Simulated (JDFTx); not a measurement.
System: WSi2(110) (I4/mmm bulk; lattice of mp-1620, not re-optimised at this level), 1x1 cell of 12 atoms in 4 planes (Si/W outermost, slab composition W4Si8), area 17.74 Å² a face, 7.0 Å between the outermost planes in a cell 22.8 Å high; k mesh 6×6×1, Fermi width 0.01 Ha, no spin polarisation. Whether this polymorph is the ambient one wasn't checked.

All numbers are PBE, GBRV ultrasoft potentials, plane waves to 20/100 Ha results from JDFTx (a modified build), not measurements. Liquid: CANDLE, water, 1 M KF; nuclei fixed. Potentials are counted from the potential of zero charge; σ repeats to about 1 %.

```
U − U_pzc (V)  σ (μC/cm², per face)
-------------  --------------------
0.29                           3.92
0.49                           6.74
0.69                       withheld
0.89                          12.73
1.04                          15.00
```

Fit σ = C₀x + bx² (x = U − U_pzc) to the other rows by least squares, predict the withheld value, and compare with the run.

The fit gives C₀ (μF/cm²) = 13.2, b (μF/cm²/V) = 1.21, with a root-mean-square miss of 0.02 μC/cm² on its own rows. It predicts 9.7 μC/cm²; the run gives 9.7 μC/cm², the same to these digits.
